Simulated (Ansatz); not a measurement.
CdTe (rock salt, Fm-3m) under volume change, the program Ansatz at the LDA level (PAW), scaled uniformly.

| V (Å³/atom) | E − E(relaxed) (meV/atom) | P (GPa) |
|---|---|---|
| 23.722 | 49.4 | 7.41 |
| 24.504 | 20.6 | 4.49 |
| 25.286 | 4.8 | 2.04 |
| 26.068 | 0.0 | -0.01 |
| 26.850 | 4.3 | -1.71 |
| 27.632 | 16.3 | -3.14 |
| 28.414 | 34.6 | -4.33 |

### Question
What does a third-order Birch–Murnaghan fit give for V₀, B₀ and B′?

### Answer
V₀ = 26.07 Å³/atom, B₀ = 62.2 GPa, B′ = 5.0.

This is a known high-pressure phase of the composition, computed here at zero pressure and temperature. The cell was relaxed with LDA under the symmetry of its start; of distortions, only those at the zone centre were tested. Scalar-relativistic: spin–orbit coupling is off unless named, which matters more the heavier the elements.

Potentials: the earlier of the program's two PAW sets.
